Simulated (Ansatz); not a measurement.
Run on Be (sc type): DFT, PBEsol, PAW with Ansatz's default frozen-core files, scalar-relativistic (Ansatz 0.2.0). This run: sc relaxed under pressure.

The start is a guessed cell of a prototype that needn't be stable.

Command: `ansatz run input.yaml --threads 1 --pin off --max-ram 3584MiB --backend cpu --events-out ev --progress --plain --runs-dir out` It took 7.4 s on 1 thread of Arm Neoverse V2, with other jobs on the host, peak memory 0.26 GiB.

```yaml
crystal:
  lattice:
    - [1.782536769, 0.0, 0.0]
    - [0.0, 1.782536769, 0.0]
    - [0.0, 0.0, 1.782536769]
  atoms:
    - { symbol: Be, position: [0.0, 0.0, 0.0] }
kpoints:
  mp_grid: { grid: [21, 21, 21] }
scf:
  occupations: { method: fermi_dirac, width: 0.1 }
hamiltonian:
  xc: pbesol
  pseudopotentials: { kind: paw }
output:
  forces: true
  stress: true
  eigenvalues: true
relax:
  f_tol: 0.005
  max_steps: 40
  cell: { p_target: 80.0, stress_tol: 0.04 }
```

Output:

```
Engine: ansatz 0.2.0
Pseudopotentials: kind: paw
Pseudopotential: Be, paw, valence charge 2, recommended cutoff 420 eV (normal), Be.paw.azcp
Functional definition: PBEsol
  exchange = pbesol_x
  correlation = pbesol_c
Crystal: 1 atoms, lattice volume = 5.664 Å³
Basis set: ecut = 420 eV, 93 PW (Γ), exchange–correlation on 24×24×24 points (8 copies of the dense FFT grid, shifted against one another)
Bands: 5, of which v1, the nominal top of the filled ones, is band 1 counted from 1 (0 counted from 0)
Symmetry: 48 space group operations
Space group: Pm-3m (ITA 221), of the structure as read, at distance tolerance 1.8e-5 Å
k-points: 286 of 9261
Non-local potential: Be, projectors of the file, l = 0: 2, l = 1: 2, l = 2: 1
PAW form: soft (Blöchl's): semilocal exchange-correlation on the pseudo side does not see the compensation charge
PAW frozen core: Be, regenerated for the run's functional, and the local potential with it (the file was generated under x = pbe(κ = 0.804, μ = 0.2195149727645171), c = pbe(β = 0.06672455060314922))
PAW one-centre angular grid: Be, 110 points (default); XC on 64 Gauss nodes
Initial density: superposition of atomic densities (neutral atoms: chi_scale 0, normalization atom), corrected by the library's trained network
Initial wavefunctions: pseudopotential atomic-orbital guess
Functional: x = pbesol(κ = 0.804, μ = 0.12345679012345678), c = pbesol(β = 0.046)
SCF iter   1: F=—  HF=-88.264558 eV  |F-HF|=—  |Δ(HF+E_count)|=         —  Δρ=3.41e-3  dr2=2.71e-4  ethr=1.77e-3  ⟨swp⟩=3.8  Hψ=12642  notcnv=0
preconditioner: auto → none  [metal: Δε(μ)=0.023 eV  Ē_g=23.253 eV  σ=0.100 eV  W_gap=0.06  n_scr=0 (ndim 8)  ℏωp=22.1 eV  f_vac=0.000  D(μ)=0.40/eV (n_scr^D=6)]
SCF iter   2: F=—  HF=-88.264584 eV  |F-HF|=—  |Δ(HF+E_count)|=   2.54e-5  Δρ=1.67e-3  dr2=5.97e-5  ethr=1.35e-5  ⟨swp⟩=1.0  Hψ=3730  notcnv=0
SCF iter   3: F=—  HF=-88.264646 eV  |F-HF|=—  |Δ(HF+E_count)|=   6.18e-5  Δρ=6.11e-5  dr2=9.83e-8  ethr=2.99e-6  ⟨swp⟩=1.4  Hψ=1758  notcnv=0
iter 4 did not close the SCF: its close was put off for the readings that it lacked (scf_convergence_deferred on its scf_iter line)
SCF iter   4: F=-88.264646 eV  HF=-88.264646 eV  |F-HF|=2.41e-11  |Δ(HF+E_count)|=   1.86e-8  Δρ=2.20e-6  dr2=8.15e-11  ethr=4.92e-9  ⟨swp⟩=1.6  Hψ=1827  notcnv=0
iter 5 did not close the SCF: its close was put off for the readings that it lacked (scf_convergence_deferred on its scf_iter line)
SCF iter   5: F=-88.264646 eV  HF=-88.264646 eV  |F-HF|=1.28e-12  |Δ(HF+E_count)|=  8.33e-12  Δρ=4.52e-7  dr2=2.28e-12  ethr=4.08e-12  ⟨swp⟩=1.6  Hψ=1819  notcnv=0
SCF iter   6: F=-88.264646 eV  HF=-88.264646 eV  |F-HF|=1.42e-14  |Δ(HF+E_count)|=  1.36e-12  Δρ=6.28e-9  dr2=9.67e-16  ethr=1.00e-12  ⟨swp⟩=1.1  Hψ=3844  notcnv=0
SCF 1 converged in 6 iterations: F = -88.264646 eV  dr2 = 9.67e-16
  greatest PAW one-centre occupation: 0.497 electrons in one spin orbital (limit 2), on the Be atom at site 0 (counted from 0), in its partial waves of l = 0
relax step   1: F+E_penalty+E_count = -88.26464563 eV  Δ(F+E_penalty+E_count) = +0.000e0 eV  max|allowed force component| = 0.000e0 eV/Å  Δτ_max = 0.0000 Å  P = +114.789 GPa  Ω = 5.664 Å³  (6 SCF iters, dr2 threshold 1.00e-7 eV, accepted)
Crystal: 1 atoms, lattice volume = 5.962 Å³
Basis set: ecut = 420 eV, 123 PW (Γ), exchange–correlation on 24×24×24 points (8 copies of the dense FFT grid, shifted against one another)
Initial density: handed on by an earlier stage of this run
Initial wavefunctions: those handed on with the density
iter 1 solved again at ethr=3.59e-6 eV; its pass at ethr=3.10e-3 eV (dr2=7.18e-5 eV) is discarded
SCF iter   1: F=—  HF=-88.461094 eV  |F-HF|=—  |Δ(HF+E_count)|=         —  Δρ=1.82e-3  dr2=7.22e-5  ethr=3.59e-6  ⟨swp⟩=1.0  Hψ=15118  notcnv=0
preconditioner: auto → none  [metal: Δε(μ)=0.030 eV  Ē_g=22.450 eV  σ=0.100 eV  W_gap=0.07  n_scr=0 (ndim 8)  ℏωp=21.5 eV  f_vac=0.000  D(μ)=0.42/eV (n_scr^D=6)]
SCF iter   2: F=—  HF=-88.461128 eV  |F-HF|=—  |Δ(HF+E_count)|=   3.46e-5  Δρ=9.07e-4  dr2=1.75e-5  ethr=3.59e-6  ⟨swp⟩=1.0  Hψ=1430  notcnv=0
SCF iter   3: F=—  HF=-88.461249 eV  |F-HF|=—  |Δ(HF+E_count)|=   1.20e-4  Δρ=1.37e-5  dr2=7.45e-9  ethr=5.00e-9  ⟨swp⟩=3.1  Hψ=4807  notcnv=0
SCF iter   4: F=-88.461249 eV  HF=-88.461249 eV  |F-HF|=7.96e-13  |Δ(HF+E_count)|=   2.16e-9  Δρ=7.62e-7  dr2=1.77e-11  ethr=3.73e-10  ⟨swp⟩=1.9  Hψ=3720  notcnv=0
SCF 2 converged in 4 iterations: F = -88.461249 eV  dr2 = 1.77e-11
  greatest PAW one-centre occupation: 0.488 electrons in one spin orbital (limit 2), on the Be atom at site 0 (counted from 0), in its partial waves of l = 0
relax step   2: F+E_penalty+E_count = -88.46124876 eV  Δ(F+E_penalty+E_count) = -1.966e-1 eV  max|allowed force component| = 0.000e0 eV/Å  Δτ_max = 0.0000 Å  P = +96.813 GPa  Ω = 5.962 Å³  energy of the carried Pulay correction = -8.385e-5 eV  (4 SCF iters, dr2 threshold 1.00e-7 eV, accepted)
Crystal: 1 atoms, lattice volume = 6.272 Å³
iter 1 solved again at ethr=2.82e-6 eV; its pass at ethr=3.10e-3 eV (dr2=5.64e-5 eV) is discarded
SCF iter   1: F=—  HF=-88.632227 eV  |F-HF|=—  |Δ(HF+E_count)|=         —  Δρ=1.61e-3  dr2=5.68e-5  ethr=2.82e-6  ⟨swp⟩=1.1  Hψ=15135  notcnv=0
preconditioner: auto → none  [metal: Δε(μ)=0.042 eV  Ē_g=21.689 eV  σ=0.100 eV  W_gap=0.11  n_scr=0 (ndim 8)  ℏωp=21.0 eV  f_vac=0.000  D(μ)=0.43/eV (n_scr^D=6)]
SCF iter   2: F=—  HF=-88.632256 eV  |F-HF|=—  |Δ(HF+E_count)|=   2.91e-5  Δρ=8.05e-4  dr2=1.40e-5  ethr=2.82e-6  ⟨swp⟩=1.0  Hψ=1430  notcnv=0
SCF iter   3: F=—  HF=-88.632390 eV  |F-HF|=—  |Δ(HF+E_count)|=   1.33e-4  Δρ=1.15e-5  dr2=5.54e-9  ethr=5.00e-9  ⟨swp⟩=3.0  Hψ=4616  notcnv=0
SCF iter   4: F=-88.632390 eV  HF=-88.632390 eV  |F-HF|=4.83e-13  |Δ(HF+E_count)|=   1.62e-9  Δρ=6.75e-7  dr2=1.29e-11  ethr=2.77e-10  ⟨swp⟩=1.9  Hψ=3715  notcnv=0
SCF 3 converged in 4 iterations: F = -88.632390 eV  dr2 = 1.29e-11
  greatest PAW one-centre occupation: 0.479 electrons in one spin orbital (limit 2), on the Be atom at site 0 (counted from 0), in its partial waves of l = 0
relax step   3: F+E_penalty+E_count = -88.63238972 eV  Δ(F+E_penalty+E_count) = -1.711e-1 eV  max|allowed force component| = 0.000e0 eV/Å  Δτ_max = 0.0000 Å  P = +81.151 GPa  Ω = 6.272 Å³  energy of the carried Pulay correction = -1.662e-4 eV  (4 SCF iters, dr2 threshold 1.00e-7 eV, accepted)
Crystal: 1 atoms, lattice volume = 6.298 Å³
iter 1 solved again at ethr=1.71e-8 eV; its pass at ethr=3.10e-3 eV (dr2=3.41e-7 eV) is discarded
SCF iter   1: F=—  HF=-88.645370 eV  |F-HF|=—  |Δ(HF+E_count)|=         —  Δρ=1.26e-4  dr2=3.43e-7  ethr=1.71e-8  ⟨swp⟩=2.1  Hψ=14378  notcnv=0
[... lines left out ...]
iter 1 solved again at ethr=2.90e-11 eV; its pass at ethr=3.10e-3 eV (dr2=5.81e-10 eV) is discarded
SCF iter   1: F=—  HF=-88.645816 eV  |F-HF|=—  |Δ(HF+E_count)|=         —  Δρ=5.21e-6  dr2=5.81e-10  ethr=2.90e-11  ⟨swp⟩=2.2  Hψ=14501  notcnv=0
preconditioner: auto → none  [metal: Δε(μ)=0.034 eV  Ē_g=21.628 eV  σ=0.100 eV  W_gap=0.09  n_scr=0 (ndim 8)  ℏωp=20.9 eV  f_vac=0.000  D(μ)=0.43/eV (n_scr^D=6)]
SCF iter   2: F=-88.645799 eV  HF=-88.645799 eV  |F-HF|=1.32e-10  |Δ(HF+E_count)|=   1.67e-5  Δρ=3.10e-6  dr2=1.96e-10  ethr=2.90e-11  ⟨swp⟩=4.1  Hψ=5488  notcnv=0
SCF 7 converged in 2 iterations: F = -88.645799 eV  dr2 = 1.96e-10
relax step   7: F+E_penalty+E_count = -88.64579922 eV  Δ(F+E_penalty+E_count) = -6.080e-4 eV  max|allowed force component| = 0.000e0 eV/Å  Δτ_max = 0.0000 Å  P = +80.000 GPa  Ω = 6.298 Å³  energy of the carried Pulay correction = -2.479e-7 eV  (2 SCF iters, dr2 threshold 7.82e-9 eV, accepted)
iter 1 solved again at ethr=2.32e-10 eV; its pass at ethr=3.10e-3 eV (dr2=4.65e-9 eV) is discarded
SCF iter   1: F=—  HF=-88.645816 eV  |F-HF|=—  |Δ(HF+E_count)|=         —  Δρ=2.61e-6  dr2=1.43e-10  ethr=2.32e-10  ⟨swp⟩=3.1  Hψ=17705  notcnv=0
SCF iter   2: F=—  HF=-88.645799 eV  |F-HF|=—  |Δ(HF+E_count)|=   1.67e-5  Δρ=1.91e-6  dr2=7.25e-11  ethr=7.15e-12  ⟨swp⟩=1.9  Hψ=1764  notcnv=0
SCF iter   3: F=-88.645799 eV  HF=-88.645799 eV  |F-HF|=1.51e-12  |Δ(HF+E_count)|=  4.04e-11  Δρ=3.97e-7  dr2=3.11e-12  ethr=1.00e-12  ⟨swp⟩=2.8  Hψ=4035  notcnv=0
SCF 8 converged in 3 iterations: F = -88.645799 eV  dr2 = 3.11e-12
relax step   8: F+E_penalty+E_count = -88.64579922 eV  Δ(F+E_penalty+E_count) = -2.601e-12 eV  max|allowed force component| = 0.000e0 eV/Å  Δτ_max = 0.0000 Å  P = +80.000 GPa  Ω = 6.298 Å³  stress off target by 1.24e-4 GPa  SCF on the basis re-selected at this cell (its energy is not comparable with the rows above)  (3 SCF iters)
basis re-selected at this cell: Δ(F+E_penalty+E_count) = -2.601e-12 eV, ΔP = +0.000 GPa vs the last step (what re-selecting the basis moved, of the pressure what is left beyond the Pulay correction that the steps carried, after the strain that the cell walked since its last selection, with what the two solves' SCF thresholds leave and, on support functions, any second-order correction that the steps lacked; it is no measure of the basis error at this ecutwfc). This SCF's stress stands 1.24e-4 GPa from its target on what of the cell is left free (relax.cell.stress_tol is 4.00e-2 GPa) and its largest allowed force component is 0.00e0 eV/Å (relax.f_tol is 5.00e-3 eV/Å): within both
SCF converged after 3 iterations
Free energy (F): -88.645799 eV
Harris-Foulkes:  -88.645799 eV  (|F-HF|=1.51e-12)
Internal energy: -88.632071 eV  (E = F + TS)
E sigma→0 (E₀):  -88.638935 eV
Entropy (-TS):   -0.013728 eV (-13.728 meV/atom)
Fermi energy:    10.803612 eV
--- Per-component energies (eV) ---
  E_band       = 10.040175
  E_kinetic    = 24.857481
  E_local      = 3.064733  (includes V_loc(G=0)·N_el)
  E_nonlocal   = 6.212096
  E_hartree    = 0.033890
  E_xc         = -20.882876
  E_vxc        = -22.367688  (∫ρ·V_xc dr)
  E_paw        = -57.678944  (= ΣΔE_a)
  E_vpaw       = -1.794226  (= ΣTr[D̂ρ^β])
  E_aug_tail   = -0.000001  (compensation charges beyond the density's cutoff)
  E_ewald      = -44.247981
  E_core_change = 0.009531  (= ΣΔE_core)
  E_smearing   = -0.013728  (= −TS)
  E_closure    = 0.000000  (closes the sum)
  Σ components = -88.645799   (vs F -88.645799, Δ=0.00e0)
--- Forces (eV/Å), atoms counted from 1 ---
  atom   1  Be    -0.00000000     0.00000000    -0.00000000
  max |Σ_I F_I| component: 5.46e-34 eV/Å
--- Stress (GPa, compression-positive) ---
       80.000124       0.000000      -0.000000
        0.000000      80.000124       0.000000
       -0.000000       0.000000      80.000124
  P = ⅓ Tr σ = 80.0001 GPa (800.001 kbar)
--- Band table (eV; the first three rows and the last of 286) ---
  k-point 0: bands = ["-2.1162", "29.5884", "29.5884", "29.5884", "35.9077"]
  k-point 1: bands = ["-2.0497", "28.2310", "29.6716", "29.6716", "36.0038"]
  k-point 2: bands = ["-1.8509", "25.6917", "29.9198", "29.9198", "36.2917"]
  k-point 285: bands = ["17.6306", "17.9778", "17.9778", "27.0337", "27.4955"]
--- Relaxed structure (6 steps of the walk, 6 accepted, 2 SCFs on fresh bases) ---
  F+E_penalty+E_count = -88.64579922 eV   max|allowed force component| = 0.000e0 eV/Å   (the final SCF, on the basis selected at the relaxed cell)
  cell:  # Å, volume = 6.2977 Å³
    - [1.8466866426291277, 4.501861245005164e-33, -1.364200377274292e-34]
    - [4.373465915379348e-33, 1.8466866426291277, 5.135813185032629e-34]
    - [-1.364200377274292e-34, 5.135813185032629e-34, 1.8466866426291277]
  atoms:
    - { symbol: Be, position: [0.0, 0.0, 0.0] }
```

Next run (simple hexagonal relaxed under pressure), as changes to the input before:

```diff
   lattice:
-    - [1.782536769, 0.0, 0.0]
-    - [0.0, 1.782536769, 0.0]
-    - [0.0, 0.0, 1.782536769]
+    - [1.8973245963, 0.0, 0.0]
+    - [-0.9486622981, 1.6431312996, 0.0]
+    - [0.0, 0.0, 1.7834851205]
   atoms:
 kpoints:
-  mp_grid: { grid: [21, 21, 21] }
+  mp_grid: { grid: [23, 23, 21] }
 scf:
   eigenvalues: true
+  write_density: true
+  write_potential: true
+  elf: true
+  volumetric_format: npy
 relax:
```

Results part of the output:

```
basis re-selected at this cell: Δ(F+E_penalty+E_count) = -5.812e-8 eV, ΔP = +0.000 GPa vs the last step (what re-selecting the basis moved, of the pressure what is left beyond the Pulay correction that the steps carried, after the strain that the cell walked since its last selection, with what the two solves' SCF thresholds leave and, on support functions, any second-order correction that the steps lacked; it is no measure of the basis error at this ecutwfc). This SCF's stress stands 1.57e-3 GPa from its target on what of the cell is left free (relax.cell.stress_tol is 4.00e-2 GPa) and its largest allowed force component is 0.00e0 eV/Å (relax.f_tol is 5.00e-3 eV/Å): within both
SCF converged after 4 iterations
Free energy (F): -89.196457 eV
Harris-Foulkes:  -89.196457 eV  (|F-HF|=3.41e-13)
Internal energy: -89.190254 eV  (E = F + TS)
E sigma→0 (E₀):  -89.193355 eV
Entropy (-TS):   -0.006202 eV (-6.202 meV/atom)
Fermi energy:    11.123018 eV
--- Per-component energies (eV) ---
  E_band       = 10.453616
  E_kinetic    = 25.613677
  E_local      = 3.179508  (includes V_loc(G=0)·N_el)
  E_nonlocal   = 5.974370
  E_hartree    = 0.117644
  E_xc         = -21.184428
  E_vxc        = -22.748472  (∫ρ·V_xc dr)
  E_paw        = -57.681742  (= ΣΔE_a)
  E_vpaw       = -1.800756  (= ΣTr[D̂ρ^β])
  E_aug_tail   = -0.000001  (compensation charges beyond the density's cutoff)
  E_ewald      = -45.218816
  E_core_change = 0.009531  (= ΣΔE_core)
  E_smearing   = -0.006202  (= −TS)
  E_closure    = 0.000000  (closes the sum)
  Σ components = -89.196457   (vs F -89.196457, Δ=0.00e0)
--- Forces (eV/Å), atoms counted from 1 ---
  atom   1  Be     0.00000000    -0.00000000     0.00000000
  max |Σ_I F_I| component: 7.70e-34 eV/Å
--- Stress (GPa, compression-positive) ---
       80.001042       0.000000      -0.000000
        0.000000      80.001042      -0.000000
       -0.000000      -0.000000      79.998434
  P = ⅓ Tr σ = 80.0002 GPa (800.002 kbar)
--- Band table (eV; the first three rows and the last of 616) ---
  k-point 0: bands = ["-1.8533", "26.8485", "35.0836", "36.5839", "36.5839"]
  k-point 1: bands = ["-1.7933", "25.8235", "36.2940", "36.6488", "36.6488"]
  k-point 2: bands = ["-1.6137", "23.6770", "36.8418", "36.8418", "39.0002"]
  k-point 615: bands = ["15.2070", "16.5030", "16.8237", "23.7667", "25.5208"]
--- Relaxed structure (6 steps of the walk, 6 accepted, 2 SCFs on fresh bases) ---
  F+E_penalty+E_count = -89.19645653 eV   max|allowed force component| = 0.000e0 eV/Å   (the final SCF, on the basis selected at the relaxed cell)
  cell:  # Å, volume = 5.9979 Å³
    - [1.8954654922440834, -2.883925987548705e-11, 4.2668389643877246e-29]
    - [-0.9477327460970663, 1.6415212682945717, -2.4287021181974656e-18]
    - [-5.1703218244261795e-34, -2.6361582247997704e-18, 1.9276990926880095]
  atoms:
    - { symbol: Be, position: [0.0, 0.0, 0.0] }
```

Next run (diamond relaxed under pressure), as changes to the input before:

```diff
   lattice:
-    - [1.8973245963, 0.0, 0.0]
-    - [-0.9486622981, 1.6431312996, 0.0]
-    - [0.0, 0.0, 1.7834851205]
+    - [0.0, 1.8254567544, 1.8254567544]
+    - [1.8254567544, 0.0, 1.8254567544]
+    - [1.8254567544, 1.8254567544, 0.0]
   atoms:
-    - { symbol: Be, position: [0.0, 0.0, 0.0] }
+    - { symbol: Be, position: [-0.125, -0.125, -0.125] }
+    - { symbol: Be, position: [0.125, 0.125, 0.125] }
 kpoints:
-  mp_grid: { grid: [23, 23, 21] }
+  mp_grid: { grid: [17, 17, 17] }
 scf:
   eigenvalues: true
-  write_density: true
-  write_potential: true
-  elf: true
-  volumetric_format: npy
 relax:
```

Command: `ansatz run input.yaml --threads 1 --pin off --max-ram 3584MiB --backend cpu --events-out ev --progress --plain --runs-dir out` It took 7.9 s on 1 thread of Arm Neoverse V2, on a shared host, peak memory 0.28 GiB.

Results part of the output:

```
basis re-selected at this cell: Δ(F+E_penalty+E_count) = -3.305e-6 eV, ΔP = +0.000 GPa vs the last step (what re-selecting the basis moved, of the pressure what is left beyond the Pulay correction that the steps carried, after the strain that the cell walked since its last selection, with what the two solves' SCF thresholds leave and, on support functions, any second-order correction that the steps lacked; it is no measure of the basis error at this ecutwfc). This SCF's stress stands 9.81e-4 GPa from its target on what of the cell is left free (relax.cell.stress_tol is 4.00e-2 GPa) and its largest allowed force component is 5.32e-17 eV/Å (relax.f_tol is 5.00e-3 eV/Å): within both
SCF converged after 3 iterations
Free energy (F): -175.206462 eV
Harris-Foulkes:  -175.206462 eV  (|F-HF|=6.82e-13)
Internal energy: -175.182196 eV  (E = F + TS)
E sigma→0 (E₀):  -175.194329 eV
Entropy (-TS):   -0.024266 eV (-12.133 meV/atom)
Fermi energy:    7.318159 eV
--- Per-component energies (eV) ---
  E_band       = 13.168069
  E_kinetic    = 45.381076
  E_local      = -2.066066  (includes V_loc(G=0)·N_el)
  E_nonlocal   = 15.007309
  E_hartree    = 0.603184
  E_xc         = -39.982956
  E_vxc        = -42.423028  (∫ρ·V_xc dr)
  E_paw        = -115.735443  (= ΣΔE_a)
  E_vpaw       = -3.937593  (= ΣTr[D̂ρ^β])
  E_aug_tail   = -0.000002  (compensation charges beyond the density's cutoff)
  E_ewald      = -78.408361
  E_core_change = 0.019063  (= ΣΔE_core)
  E_smearing   = -0.024266  (= −TS)
  E_closure    = 0.000000  (closes the sum)
  Σ components = -175.206462   (vs F -175.206462, Δ=0.00e0)
--- Forces (eV/Å), atoms counted from 1 ---
  atom   1  Be     0.00000000     0.00000000     0.00000000
  atom   2  Be    -0.00000000    -0.00000000     0.00000000
  max |Σ_I F_I| component: 2.31e-17 eV/Å
--- Stress (GPa, compression-positive) ---
       80.000981       0.000000       0.000000
        0.000000      80.000981       0.000000
        0.000000       0.000000      80.000981
  P = ⅓ Tr σ = 80.0010 GPa (800.010 kbar)
--- Band table (eV; the first three rows and the last of 165) ---
  k-point 0: bands = ["-3.0380", "14.7115", "14.7115", "14.7115", "17.8755", "17.8755"]
  k-point 1: bands = ["-2.9680", "13.8791", "14.4673", "14.4673", "18.1862", "18.1862"]
  k-point 2: bands = ["-2.7581", "12.3131", "13.9402", "13.9402", "18.8678", "18.8678"]
  k-point 164: bands = ["4.2008", "5.3050", "6.0468", "6.4778", "20.0566", "20.8314"]
--- Relaxed structure (6 steps of the walk, 6 accepted, 2 SCFs on fresh bases) ---
  F+E_penalty+E_count = -175.20646182 eV   max|allowed force component| = 5.320e-17 eV/Å   (the final SCF, on the basis selected at the relaxed cell)
  cell:  # Å, volume = 15.4910 Å³
    - [-4.944102849014347e-33, 1.978564048568457, 1.978564048568457]
    - [1.978564048568457, -4.092223930465834e-34, 1.978564048568457]
    - [1.978564048568457, 1.978564048568457, 7.694011769672341e-33]
  atoms:
    - { symbol: Be, position: [-0.125, -0.125, -0.125] }
    - { symbol: Be, position: [0.125, 0.125, 0.125] }
```

The PAW files were made under PBE.
